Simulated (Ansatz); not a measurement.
Input file for Ansatz (a quantum-chemistry and plane-wave program):

Ansatz 0.2 input:
```yaml
crystal:
  lattice:
    - [0.0, 3.0408957124, 3.0408957124]
    - [3.0408957124, 0.0, 3.0408957124]
    - [3.0408957124, 3.0408957124, 0.0]
  atoms:
    - { symbol: Se, position: [0.75, 0.75, 0.75] }
    - { symbol: Cd, position: [0.0, 0.0, 0.0] }
kpoints:
  mp_grid: { grid: [6, 6, 6] }
hamiltonian:
  xc: hse06
  pseudopotentials: { kind: paw }
scf:
  n_extra_bands: 6
  occupations: { method: fixed }
output:
  eigenvalues: true
  eigenstates:
    e_range: [-9.0, 8.7]
    kpoints:
      - [0.0, 0.0, 0.0]  # VBM
      - [0.0, 0.0, 0.0]  # CBM
      - [0.0, 0.0, 0.0]  # GAMMA
      - [0.5, 0.0, 0.5]  # X
      - [0.5, 0.5, 0.5]  # L
      - [0.5, 0.25, 0.75]  # W
      - [0.375, 0.375, 0.75]  # K
      - [0.625, 0.25, 0.625]  # U
```

Output (shortened):

```
Pseudopotential: Se, paw, valence charge 16
Pseudopotential: Cd, paw, valence charge 20
Functional definition: HSE06
davidson cushion auto → on  (no smearing: the cushion is to keep the highest requested band from converging to the state above it …
Crystal: 2 atoms, lattice volume = 56.239 Å³
Basis set: ecut = 420 eV, 1067 PW (Γ)
Bands: 24, of which v1, the nominal top of the filled ones, is band 18 counted from 1 (17 counted from 0)
Symmetry: 24 space group operations
Space group: F-43m (ITA 216), of the structure as read, at distance tolerance 3.8e-5 Å
k-points: 16 of 216 (time reversal used)
SCF iter   1: F=—  HF=-13724.764272 eV  |F-HF|=—  |Δ(HF+E_count)|=         —  Δρ=1.25e-3  dr2=1.31e-3  ethr=1.77e-3  ⟨swp⟩=10.4  Hψ=1780  notcnv=0
preconditioner: auto → none
iter 2 solved again at ethr=1.16e-7 eV; its pass at ethr=3.64e-6 eV (dr2=4.18e-5 eV) is discarded
SCF iter   2: F=—  HF=-13724.764030 eV  |F-HF|=—  |Δ(HF+E_count)|=   2.42e-4  Δρ=3.07e-4  dr2=4.16e-5  ethr=1.16e-7  ⟨swp⟩=2.6  Hψ=2126  notcnv=0
SCF iter   3: F=-13724.764083 eV  HF=-13724.764060 eV  |F-HF|=2.30e-5  |Δ(HF+E_count)|=   3.05e-5  Δρ=1.40e-4  dr2=9.16e-6  ethr=1.16e-7  ⟨swp⟩=3.5  Hψ=1096  notcnv=0
SCF 1 stopped early in 3 iterations: F = -13724.764083 eV  dr2 = 9.16e-6
Crystal: 2 atoms, lattice volume = 56.239 Å³
Exchange kernel: α = 0.2500, screened, ω = 0.2079 Å⁻¹, Wigner–Seitz truncation, v(0) = 1046.8360 eV·Å³, q-mesh 6×6×6, nearest image of the exchange supercell L …
Frozen-core exchange: fock
SCF iter   1: F=—  HF=-13730.127432 eV  |F-HF|=—  |Δ(HF+E_count)|=         —  Δρ=6.29e-3  dr2=1.81e-2  ethr=2.54e-7  ⟨swp⟩=7.4  Hψ=1937  notcnv=0
preconditioner: auto → none
SCF iter   2: F=—  HF=-13730.118647 eV  |F-HF|=—  |Δ(HF+E_count)|=   8.79e-3  Δρ=2.36e-3  dr2=1.85e-3  ethr=2.54e-7  ⟨swp⟩=4.1  Hψ=1553  notcnv=0
SCF iter   3: F=—  HF=-13730.126880 eV  |F-HF|=—  |Δ(HF+E_count)|=   8.23e-3  Δρ=1.55e-3  dr2=8.01e-4  ethr=2.54e-7  ⟨swp⟩=4.0  Hψ=1496  notcnv=0
SCF iter   4: F=—  HF=-13730.126747 eV  |F-HF|=—  |Δ(HF+E_count)|=   1.32e-4  Δρ=5.26e-4  dr2=1.01e-4  ethr=2.54e-7  ⟨swp⟩=3.1  Hψ=1216  notcnv=0
SCF iter   5: F=—  HF=-13730.126744 eV  |F-HF|=—  |Δ(HF+E_count)|=   3.31e-6  Δρ=4.36e-5  dr2=2.11e-5  ethr=1.96e-7  ⟨swp⟩=2.0  Hψ=848  notcnv=0
SCF iter   6: F=—  HF=-13730.126885 eV  |F-HF|=—  |Δ(HF+E_count)|=   1.41e-4  Δρ=1.42e-4  dr2=1.06e-5  ethr=4.07e-9  ⟨swp⟩=4.2  Hψ=1479  notcnv=0
SCF iter   7: F=-13730.126881 eV  HF=-13730.126881 eV  |F-HF|=9.73e-8  |Δ(HF+E_count)|=   3.55e-6  Δρ=1.78e-5  dr2=6.81e-7  ethr=4.07e-9  ⟨swp⟩=4.0  Hψ=1234  notcnv=0
SCF 2 stopped early in 7 iterations: F = -13730.126881 eV  dr2 = 6.81e-7
hybrid outer 1: dexx = +9.588e-3 eV, tail = 6.12e-5 eV
Crystal: 2 atoms, lattice volume = 56.239 Å³
Exchange kernel: α = 0.2500, screened, ω = 0.2079 Å⁻¹, Wigner–Seitz truncation, v(0) = 1046.8360 eV·Å³, q-mesh 6×6×6, nearest image of the exchange supercell L …
Frozen-core exchange: fock
SCF iter   1: F=—  HF=-13730.127104 eV  |F-HF|=—  |Δ(HF+E_count)|=         —  Δρ=5.11e-5  dr2=5.39e-7  ethr=8.49e-7  ⟨swp⟩=2.8  Hψ=866  notcnv=0
preconditioner: auto → none
iter 2 solved again at ethr=7.63e-11 eV; its pass at ethr=1.38e-9 eV (dr2=2.75e-8 eV) is discarded
SCF iter   2: F=-13730.127104 eV  HF=-13730.127104 eV  |F-HF|=8.73e-9  |Δ(HF+E_count)|=   2.73e-7  Δρ=1.50e-5  dr2=5.86e-8  ethr=7.63e-11  ⟨swp⟩=2.0  Hψ=2259  notcnv=0
SCF 3 converged in 2 iterations: F = -13730.127104 eV  dr2 = 5.86e-8
hybrid outer 2: dexx = +3.613e-7 eV, tail = 3.12e-7 eV, Δε = 2.71e-3 eV (about 3.06e-4 eV left of the loop's levels)
NSCF: frozen V_eff on 8 k-points
hybrid SCF converged: 2 outer / 9 inner (+3 warm-up), last move |dexx| = 3.61e-7 eV, tail = 3.12e-7 eV
Stability not checked (fock_operator)
Free energy (F): -13730.127104 eV
Frozen-core exchange: fock
Harris-Foulkes:  -13730.127104 eV  (|F-HF|=8.73e-9)
Internal energy: -13730.127104 eV  (E = F + TS)
E sigma→0 (E₀):  -13730.127104 eV
Fermi energy:    6.903437 eV
--- Per-component energies (eV) ---
  E_band       = -994.775608
  E_kinetic    = 624.262602
  E_local      = -6379.085885  (includes V_loc(G=0)·N_el)
  E_nonlocal   = -562.140556
  E_hartree    = 3036.945609
  E_xc         = -224.797364
  E_vxc        = -254.170315  (∫ρ·V_xc dr)
  E_exx        = -156.647417  (= α·E_x^exact, valence–valence)
  E_paw        = -5898.824328  (= ΣΔE_a)
  E_vpaw       = -184.236105  (= ΣTr[D̂ρ^β])
  E_aug_tail   = -0.000592  (compensation charges beyond the density's cutoff)
  E_ewald      = -4168.166188
  E_core_change = -1.672985  (= ΣΔE_core)
  E_smearing   =  0.000000  (= −TS)
  E_closure    =  0.000000  (closes the sum)
  Σ components = -13730.127104   (vs F -13730.127104, Δ=0.00e0)
  [band-id]    e_kinetic+e_local+e_nonlocal+2·e_hartree+e_vxc+2·e_exx+e_vpaw+e_augmentation_tail = -994.774468   (vs E_band -994.775608, Δ=1.14e-3)
--- Band table (eV; the first three rows and the last of 16) ---
  k-point 0: bands = ["-99.8385", "-59.5670", "-59.5670", "-59.5670", "-43.3419", "-43.3419", "-43.3419", "-43.3379", "-43.3379", "-6.7835", "-2.2741", "-2.2741", "-2.2741", "-1.8954", "-1.8954", "6.9034", "6.9034", "6.9034", "8.4514", "13.8797", "13.8797", …
  k-point 1: bands = ["-99.8386", "-59.5670", "-59.5670", "-59.5670", "-43.3419", "-43.3419", "-43.3419", "-43.3379", "-43.3379", "-6.6827", "-2.2456", "-2.2456", "-2.1725", "-1.8965", "-1.8965", "5.2043", "6.6802", "6.6802", "9.7237", "13.6212", "14.2264", …
  k-point 2: bands = ["-99.8386", "-59.5670", "-59.5670", "-59.5669", "-43.3420", "-43.3419", "-43.3419", "-43.3379", "-43.3379", "-6.4806", "-2.1974", "-2.1974", "-1.8871", "-1.8871", "-1.8421", "3.1714", "6.2827", "6.2827", "10.2990", "14.4603", "14.4603", …
  k-point 15: bands = ["-99.8386", "-59.5671", "-59.5669", "-59.5668", "-43.3420", "-43.3420", "-43.3420", "-43.3379", "-43.3378", "-6.2565", "-2.0785", "-2.0720", "-1.9613", "-1.8694", "-1.3720", "2.6569", "4.5971", "4.6481", "12.1320", "12.6427", "15.6162", …
```

Cost: roughly 110 core-seconds on shared cores.

The points marked VBM and CBM come from a semilocal run.

Symmetry was held in the PBEsol relaxation. Spin–orbit coupling is left out wherever it is not named.

Potentials: the later of the program's two PAW sets.

Ansatz is a plane-wave DFT program.
